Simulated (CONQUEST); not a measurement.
Consider a self-consistent single point of SnSe (Pnma, 8 atoms in the cell; from Materials Project mp-691, lattice scaled a little).

```xyz
8
Lattice="11.9537 0.0000 0.0000 0.0000 4.2286 0.0000 0.0000 0.0000 4.8175" Properties=species:S:1:pos:R:3 pbc="T T T"
Sn     7.3969     3.1714     1.8140
Sn     4.5569     1.0571     3.0035
Sn    10.5338     1.0571     4.2228
Sn     1.4200     3.1714     0.5947
Se     1.7757     1.0571     2.4530
Se    10.1780     3.1714     2.3645
Se     4.2011     3.1714     0.0442
Se     7.7526     1.0571     4.7733
```

All values come from this method and carry its errors: PBE, numerical atomic orbitals double-zeta with polarisation (the shipped basis), PseudoDojo norm-conserving potentials made for PBE (CONQUEST).

CONQUEST settings:

- basis: DZP
- Diag.MPMeshX, Y, Z: 1 3 3
- potentials: PseudoDojo norm-conserving PBE
- Grid.GridCutoff: 175 Ha
- DM.SolutionMethod: diagon
- Diag.kT: 0.001837 Ha
- Diag.GammaCentred: true
- minE.SCTolerance: 1.0e-07
- SC.MaxIters: 100
- SC.LinearMixingFactor: 0.3
- SC.KerkerPreCondition: true
- SC.KerkerFactor: 0.1 1/bohr
- AtomMove.TypeOfRun: static

Results:

- Number of valence electrons = 120
- Number of bands = 144
- Number of k-points after the program's reduction = 5
- Size of the basis = 144
- Number of SCF iterations = 11
- FFT grid = 144 × 48 × 60
- Free energy E − TS = -21774.1795 eV
- Pressure = -0.86 GPa
- Largest force (vector length) = 0.302 eV/Å

Forces (eV/Å):
```tsv
atom	Fx	Fy	Fz
Sn1	0.278	0.000	-0.119
Sn2	-0.278	0.000	0.119
Sn3	-0.278	0.000	-0.119
Sn4	0.278	0.000	0.119
Se5	-0.032	0.000	-0.161
Se6	0.032	0.000	0.161
Se7	0.032	0.000	-0.161
Se8	-0.032	0.000	0.161
```

Stress (GPa, positive for compression):
```
-0.40   0.00   0.00
 0.00  -0.22   0.00
 0.00   0.00  -1.95
```

For comparison: a first run (DFT, LDA (PW92), numerical atomic orbitals double-zeta with polarisation (the shipped basis), PseudoDojo norm-conserving potentials made for LDA) was changed to give this one (pseudopotentials: PseudoDojo norm-conserving LDA → PseudoDojo norm-conserving PBE), and from it to this one the pressure goes from -4.44 to -0.86 GPa and the largest force goes from 0.511 to 0.302 eV/Å.

The program uses no crystal symmetry, so grid and mesh can part values that symmetry would make equal. The atom-centred basis is finite, which shifts total energies, pressures and forces against plane waves. The structure comes from a collection of computed structures, made at another level of theory; the collection holds predicted forms beside known ones. Its lattice was then scaled.

Cost on one core: about 70 core-seconds (a rough figure).
